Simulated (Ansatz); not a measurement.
W:
```
W
1.0
   -1.59185     1.59185     1.59185
    1.59185    -1.59185     1.59185
    1.59185     1.59185    -1.59185
W
1
Direct
  0.00000   0.00000   0.00000
```

Relaxed with PBE. Special points in fractions of this cell's reciprocal vectors: Γ (0.000, 0.000, 0.000); H (0.500, -0.500, 0.500); N (0.000, 0.000, 0.500); P (0.250, 0.250, 0.250).

Task: List the band energies nearest the Fermi level at these points for DFT-PBE in the program Ansatz with PAW potentials.

Result: In eV from the Fermi level; about four levels below and three above (degenerate sets whole), none deeper than 8.9 eV; … stands for higher levels left out; points with the same levels are listed once.

```
k              below           above
-  -----------------  --------------
Γ  -1.21 -1.21 -1.21     2.22 2.22 …
H        -5.70 -5.70  5.04 5.04 5.04
N        -6.16 -3.49  0.63 2.10 3.06
P  -2.92 -2.92 -2.92  3.23 3.23 6.45
```

Space group Im-3m (bcc (W type)). The cell was relaxed with PBE under the symmetry of its start. No spin polarisation was allowed. Spin–orbit coupling is left out wherever it is not named.

Potentials: the earlier of the program's two PAW sets.
